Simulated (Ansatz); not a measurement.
Consider the following.

Starting cell, SiC (zinc blende):

```
CELL_PARAMETERS angstrom
      0.00000     4.37975     4.37975
      2.18988     0.00000     2.18988
      2.18988     2.18988     0.00000
ATOMIC_POSITIONS crystal
  C  0.37500 0.75000 0.75000
  C  0.87500 0.75000 0.75000
  Si 0.00000 0.00000 0.00000
  Si 0.50000 0.00000 0.00000
```

A phonon eigenvector at L = (0.5, 0.0, 0.0) is frozen into this cell: atom i moves by Q times the vector below, so Q is the largest atomic displacement, in Å. The cell is held. (q is in reciprocal vectors of the primitive cell; the cell shown is doubled to hold the pattern.)

```tsv
atom	x	y	z
C1	0.020	-0.020	-0.020
C2	-0.020	0.020	0.020
Si3	-0.577	0.577	0.577
Si4	0.577	-0.577	-0.577
```

Method: PBE (plane waves to 420 eV, PAW, scalar-relativistic; Ansatz, a program for electronic structure). k mesh 13×13×13 (Γ-centred), Fermi-Dirac smearing 0.05 eV. E stands for the smeared free energy. SiC was relaxed with its symmetry unable to fall. ΔE is measured from the undisplaced structure.

The scan covers Q from -0.100 to 0.100 Å in 13 points.

Question: Which space group does the distorted structure have?

Answer: R3m (No. 160), lowered from F-43m.

Question: Is this a single well or a double well?

Answer: A single well with its minimum at or next to zero displacement.

Question: What is the energy change at Q = 0.100 Å?

Answer: 374 meV/cell.

Question: What harmonic wavenumber does the curvature at Q = 0 give?

Answer: 601 cm⁻¹.

(For displaced atoms, the force is minus the slope of the energy, and its curvature is a force constant, which sets phonon frequencies.)
